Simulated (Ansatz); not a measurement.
Polymorphs of Cr, each relaxed with the program Ansatz at the PBE level (PAW):

A: diamond (Fd-3m)
a = b = c = 5.094 Å, α = β = γ = 90.00°

```
atom  site  symmetry       x       y       z
----  ----  --------  ------  ------  ------
Cr      8b      -43m  0.5000  0.5000  0.5000
```

B: bcc (W type) (Im-3m)
a = b = c = 2.866 Å, α = β = γ = 90.00°

```
atom  site  symmetry       x       y       z
----  ----  --------  ------  ------  ------
Cr      2a      m-3m  0.0000  0.0000  0.0000
```

Question: Rank these by energy per atom at 0 K (lowest first), as PBE gives it.

Answer: B (+0 meV/atom), A (+2182 meV/atom)

Spin orders computed, not proven ground states: B antiferromagnetic. Typed or built starts, not in the databases checked: A. Not the usual ambient phase: A. Began spin-polarised and lost the moments: A. All cells were relaxed under the symmetry of their starts (and spin orders); stability against distortions was not tested throughout.

Energies hold the estimated change up to a 700 eV cutoff; steps of a few meV lie near the error of the meshes.

Potentials: the earlier of the program's two PAW sets.
